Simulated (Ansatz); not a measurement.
CrO2 (rutile, space group No. 136) under volume change, plane-wave PAW PBE (Ansatz code), shape and atoms relaxed at each volume.

| V (Å³/atom) | E − E(relaxed) (meV/atom) | P (GPa) |
|---|---|---|
| 8.752 | 67.5 | 27.32 |
| 9.041 | 28.2 | 16.60 |
| 9.329 | 6.6 | 7.59 |
| 9.618 | 0.0 | 0.00 |
| 9.906 | 5.9 | -6.31 |
| 10.195 | 22.1 | -11.51 |
| 10.483 | 46.7 | -15.68 |

Task: What does a third-order Birch–Murnaghan fit give for V₀, B₀ and B′?

Result: V₀ = 9.62 Å³/atom, B₀ = 228 GPa, B′ = 5.1.

Space group P4_2/mnm (rutile). The PBE relaxation kept the symmetry of its start. The final state is ferromagnetic, chosen from 2 collinear starts compared on coarse meshes (ties went to the first, and starts can fall back to one state), not a proven ground state. Textbook magnetic order: ferromagnetic. No Hubbard U is applied.

Potentials: the later of the program's two PAW sets.
